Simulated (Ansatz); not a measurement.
Input file for Ansatz (an electronic-structure program):

Ansatz 0.2 input:
```yaml
crystal:
  lattice:
    - [3.0937134728, 0.0, 0.0]
    - [-1.5468567364, 2.6792344594, 0.0]
    - [0.0, 0.0, 3.2932254992]
  atoms:
    - { symbol: Nb, position: [0.0, 0.0, 0.0] }
    - { symbol: B, position: [0.3333333333, 0.6666666667, 0.5] }
    - { symbol: B, position: [0.6666666667, 0.3333333333, 0.5] }
kpoints:
  mp_grid: { grid: [15, 15, 12] }
hamiltonian:
  xc: pbesol
  pseudopotentials: { kind: paw }
scf:
  occupations: { method: fermi_dirac, width: 0.1 }
phonons:
  method: dfpt
  response_accuracy: low
  eigenvectors: true
  rigid_motions: translations
```

Output (shortened):

```
Pseudopotential: Nb, paw, valence charge 13
Pseudopotential: B, paw, valence charge 3
Functional definition: PBEsol
Crystal: 3 atoms, lattice volume = 27.297 Å³
Basis set: ecut = 420 eV, 551 PW (Γ), exchange–correlation on 48×48×48 points (8 copies of the dense FFT grid, shifted against one another)
Bands: 14, of which v1, the nominal top of the filled ones, is band 10 counted from 1 (9 counted from 0)
Symmetry: 24 space group operations
k-points: 448 of 2700 (irreducible under 4 space group operations, time reversal used)
SCF iter   1: F=—  HF=-4803.172047 eV  |F-HF|=—  |Δ(HF+E_count)|=         —  Δρ=4.66e-3  dr2=8.27e-3  ethr=1.77e-3  ⟨swp⟩=5.2  Hψ=33477  notcnv=0
preconditioner: auto → none
SCF iter   2: F=—  HF=-4803.170753 eV  |F-HF|=—  |Δ(HF+E_count)|=   1.29e-3  Δρ=3.25e-3  dr2=4.75e-3  ethr=4.35e-5  ⟨swp⟩=1.0  Hψ=9881  notcnv=0
SCF iter   3: F=—  HF=-4803.169523 eV  |F-HF|=—  |Δ(HF+E_count)|=   1.23e-3  Δρ=8.02e-4  dr2=9.59e-5  ethr=2.50e-5  ⟨swp⟩=2.0  Hψ=8377  notcnv=0
SCF iter   4: F=—  HF=-4803.169485 eV  |F-HF|=—  |Δ(HF+E_count)|=   3.78e-5  Δρ=1.95e-4  dr2=3.71e-6  ethr=5.05e-7  ⟨swp⟩=2.0  Hψ=10491  notcnv=0
SCF iter   5: F=—  HF=-4803.169485 eV  |F-HF|=—  |Δ(HF+E_count)|=   2.61e-7  Δρ=3.07e-5  dr2=1.68e-7  ethr=1.95e-8  ⟨swp⟩=2.9  Hψ=10400  notcnv=0
SCF iter   6: F=—  HF=-4803.169485 eV  |F-HF|=—  |Δ(HF+E_count)|=   2.41e-7  Δρ=9.87e-6  dr2=1.38e-8  ethr=8.84e-10  ⟨swp⟩=2.2  Hψ=9976  notcnv=0
SCF iter   7: F=—  HF=-4803.169485 eV  |F-HF|=—  |Δ(HF+E_count)|=   6.41e-9  Δρ=6.47e-7  dr2=4.77e-11  ethr=7.27e-11  ⟨swp⟩=2.0  Hψ=10540  notcnv=0
SCF iter   8: F=-4803.169485 eV  HF=-4803.169485 eV  |F-HF|=0.00e0  |Δ(HF+E_count)|=  6.37e-12  Δρ=4.49e-8  dr2=1.52e-13  ethr=1.00e-12  ⟨swp⟩=5.1  Hψ=23894  notcnv=0
SCF 1 converged in 8 iterations: F = -4803.169485 eV  dr2 = 1.52e-13
DFPT response loops at Γ: preconditioner auto → Kerker (q_TF=auto, 2.568 Å⁻¹) (partly filled bands, converged f_vac=0.000) …
SCF converged after 8 iterations
Free energy (F): -4803.169485 eV
Harris-Foulkes:  -4803.169485 eV  (|F-HF|=0.00e0)
Internal energy: -4803.137065 eV  (E = F + TS)
E sigma→0 (E₀):  -4803.153275 eV
Entropy (-TS):   -0.032420 eV (-10.807 meV/atom)
Fermi energy:    18.656436 eV
--- Per-component energies (eV) ---
  E_band       = -15.409192
  E_kinetic    = 498.630610
  E_local      = -701.012069  (includes V_loc(G=0)·N_el)
  E_nonlocal   = 142.411852
  E_hartree    = 225.704836
  E_xc         = -241.728248
  E_vxc        = -293.045504  (∫ρ·V_xc dr)
  E_paw        = -3168.507371  (= ΣΔE_a)
  E_vpaw       = -113.803755  (= ΣTr[D̂ρ^β])
  E_aug_tail   = 0.000004  (compensation charges beyond the density's cutoff)
  E_ewald      = -1558.854809
  E_core_change = 0.218131  (= ΣΔE_core)
  E_smearing   = -0.032420  (= −TS)
  E_closure    = 0.000000  (closes the sum)
  Σ components = -4803.169485   (vs F -4803.169485, Δ=0.00e0)
  [band-id]    e_kinetic+e_local+e_nonlocal+2·e_hartree+e_vxc+e_vpaw+e_augmentation_tail = -15.409191   (vs E_band -15.409192, Δ=5.91e-7)
--- Band table (eV; the first three rows and the last of 448) ---
  k-point 0: bands = ["-36.9677", "-13.1917", "-12.7373", "-12.7373", "4.3014", "14.2471", "14.2471", "14.2901", "15.5284", "19.9227", "19.9227", "21.8647", "21.8647", "22.9156"]
  k-point 1: bands = ["-36.9660", "-13.2190", "-12.7351", "-12.7351", "4.4172", "13.8298", "14.3265", "14.3265", "15.9348", "19.4653", "19.4653", "21.6098", "21.6098", "22.9791"]
  k-point 2: bands = ["-36.9614", "-13.2927", "-12.7292", "-12.7292", "4.7502", "12.9736", "14.5635", "14.5635", "16.6657", "18.6374", "18.6374", "20.9341", "20.9341", "22.9567"]
  k-point 447: bands = ["-36.8557", "-13.4089", "-13.3015", "-12.9754", "7.3318", "10.2428", "12.6336", "13.4012", "14.3418", "20.5747", "21.5456", "21.9454", "23.6267", "25.7525"]
--- Phonons (Γ-DFPT): 4 representative perturbations + reference, on 448 of 2700 k-points (Σ response iterations 10) ---
  ASR residual: 6.251e-4 → 0.000e0 eV/Å²; symmetrization residual: 1.322e-5 eV/Å²
  ASR residual per site (eV/Å²): 6.25e-4 4.24e-5 4.24e-5
  Γ frequencies (cm⁻¹): 0.00 0.00 0.00 426.58 426.58 486.60 551.64 807.14 807.14
  non-analytic LO–TO correction: not included (Born effective charges unavailable; polar crystals: no LO–TO splitting at Γ)
```

Cost: about 60 core-seconds (a rough figure) on shared cores.

Space group P6/mmm. The workflow started from a Materials Project entry (that database holds measured and hypothetical structures alike); the Crystallography Open Database files this formula in space group No. 191, but the cells were not matched. Its standing as an ambient phase is unchecked. Symmetry was held in the PBEsol relaxation; of distortions, only those at the zone centre were tested. No spin polarisation was allowed. As this level gives no gap, phonon frequencies hold no LO–TO term and depend on the k-mesh and smearing (Fermi–Dirac, 0.1 eV here). Spin–orbit coupling is left out wherever it is not named.

Potentials: the later of the program's two PAW sets.

Ansatz is a plane-wave DFT program.
